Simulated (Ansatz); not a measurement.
## Cu3Pd: pressure against volume

Cu3Pd, Pm-3m, a = 3.672 Å. The structure is a COD entry; whether it is the stable form wasn't checked. Ansatz: r2SCAN, PAW, 500 eV, Γ-centred 12×12×12 mesh on 4 atoms, Gaussian smearing 0.10 eV; no spin polarisation. Symmetry fixes shape and atoms, so the cell is only scaled; pressure is positive in compression.

```tsv
V (Å³/atom)	P (GPa)
10.894	?
11.266	20.33
11.637	12.26
12.008	5.56
12.380	0.00
12.751	-4.60
13.123	-8.40
13.618	-12.49
```

Problem. Take V0 = 12.380 Å³/atom, fit the third-order Birch–Murnaghan form to the other rows, and predict the missing pressure.

Solution. With the Eulerian strain f = ½[(V0/V)^(2/3) − 1] and y = P/[3f(1 + 2f)^(5/2)], the form is the line y = B0 + 1.5 B0 (B0′ − 4) f. Rows (f, y): 0.03244, 178.5; 0.02106, 175.0; 0.01027, 171.5; -0.00975, 165.2; -0.01906, 161.9; -0.03078, 158.5. Means f = 0.0006967, y = 168.43; Σ(Δf)² = 0.003004, ΣΔfΔy = 0.9581; the slope is their ratio. y = 168.2 + 318.9 f GPa, so B0 = 168.2 GPa and B0′ = 4 + 2 × (318.9)/(3 × 168.2) = 5.26. At V = 10.894, f = 0.04449, y = 182.39 and P = 30.13 GPa. The run gave 30.04 GPa, so the fit is 0.09 GPa too high, a small miss on the scale of the series.

Cost: 8 runs of about 5.2 core-minutes in all, on Arm Neoverse V1 (shared hosts).